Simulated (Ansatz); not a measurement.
Interlayer sliding in a free bilayer taken from bulk WSe$_{2}$ (2H-MoS2 type, space group P6_3/mmc): the upper half of the atoms below is shifted in the plane.

```
CELL_PARAMETERS angstrom
      3.23050     0.00000     0.00000
      1.61525     2.79770     0.00000
      0.00000     0.00000    24.56788
ATOMIC_POSITIONS crystal
  Se 0.33333 0.33333 0.30491
  W  0.66667 0.66667 0.37339
  Se 0.33333 0.33333 0.44190
  Se 0.66667 0.66667 0.55810
  W  0.33333 0.33333 0.62661
  Se 0.66667 0.66667 0.69509
```

In-plane vectors a = (3.231, 0.000) Å, b = (1.615, 2.798) Å, area 9.04 Å². The shift is s times the vector a (length 3.231 Å), so s = 1 restores the start. Atoms relax along the normal only. γ = [E(shift) − E(0)] / area.

All values below come from PBEsol-D3(BJ) (plane waves to 420 eV, PAW, scalar-relativistic; Ansatz, an electronic-structure program). k mesh 12×12×1 (Γ-centred), Fermi-Dirac smearing 0.05 eV. E is the zero-smearing estimate. Spin-orbit coupling is left out, though W is heavy. WSe2 is run without spin polarisation. WSe2 was relaxed with its symmetry unable to fall. γ is measured from zero shift.

| s | γ (mJ/m²) |
|---|---|
| 0.000 | 0 |
| 0.083 | 22 |
| 0.167 | 75 |
| 0.250 | 134 |
| 0.333 | 181 |
| 0.417 | 209 |
| 0.500 | withheld |
| 0.583 | 209 |
| 0.667 | 181 |
| 0.750 | 134 |
| 0.833 | 75 |
| 0.917 | 22 |

### Question
Fit a Fourier form (three harmonics of 1 − cos and sin) to the given rows and predict γ at s = 0.500.

### Answer
Least squares on the 11 given rows: γ = (108.1)·[1 − cos(2πs)] + (12.5)·[1 − cos(4πs)] + (1.1)·[1 − cos(6πs)], in mJ/m²; root-mean-square residual 0.1 mJ/m². At 0.500 the fit gives 218 mJ/m²; the calculation gives 218 mJ/m², the same to the digits shown. 

(The slope of γ gives the shear force per area between the displaced halves; near zero shift its curvature is an elastic stiffness.)
